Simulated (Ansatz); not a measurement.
Sr3SbN:
Space group Pm-3m (No. 221); a = 5.1857 Å, b = 5.1857 Å, c = 5.1857 Å, α = 90.00°, β = 90.00°, γ = 90.00°

| atom | site | symmetry | x | y | z |
|---|---|---|---|---|---|
| Sr | 3c | 4/mm.m | 0.0000 | 0.5000 | 0.5000 |
| Sb | 1a | m-3m | 0.0000 | 0.0000 | 0.0000 |
| N | 1b | m-3m | 0.5000 | 0.5000 | 0.5000 |

Relaxed with r²SCAN. r²SCAN (plane waves, PAW; program Ansatz) gives a gap of 0.57 eV.

**Question.** What gap does HSE06 give on the same cell (Ansatz, PAW)?

**Answer.** 0.98 eV, 0.41 eV more. The hybrid was solved on a coarser mesh and at special points; the gap given is the minimum over both.

```json
[
 {"k": "Γ", "v1 r²SCAN": "0.00", "c1 r²SCAN": "0.57", "v1 HSE06": "0.00", "c1 HSE06": "0.98"},
 {"k": "R", "v1 r²SCAN": "-1.71", "c1 r²SCAN": "2.26", "v1 HSE06": "?", "c1 HSE06": "?"},
 {"k": "M", "v1 r²SCAN": "-0.82", "c1 r²SCAN": "2.56", "v1 HSE06": "?", "c1 HSE06": "?"},
 {"k": "X", "v1 r²SCAN": "-0.55", "c1 r²SCAN": "1.78", "v1 HSE06": "?", "c1 HSE06": "?"}
]
```

**Question.** Top valence (v1) and lowest conduction level (c1) in eV from each method's valence maximum (which need not be a listed point): supply the withheld HSE06 values.

**Answer.** 
- M, v1 HSE06: -0.99
- M, c1 HSE06: 2.87
- X, v1 HSE06: -0.71
- X, c1 HSE06: 2.23
- R, v1 HSE06: -1.63
- R, c1 HSE06: 2.71

Cost on shared cores: the r²SCAN run (SCF on a 6×6×6 mesh, then bands and DOS) around 50 core-seconds (rough), the HSE06 run (SCF on 3×3×3, then a few points) around 80 core-seconds (rough); the tasks are unlike.

The first step of the workflow began from a Materials Project structure, measured or hypothetical; the Crystallography Open Database copy checked does not list it. Whether it is the stable phase at ambient conditions was not checked. Symmetry was held in the r²SCAN relaxation; whether a distortion lowers the energy is not shown. Spin–orbit coupling is left out wherever it is not named.

Potentials: the later of the program's two PAW sets.
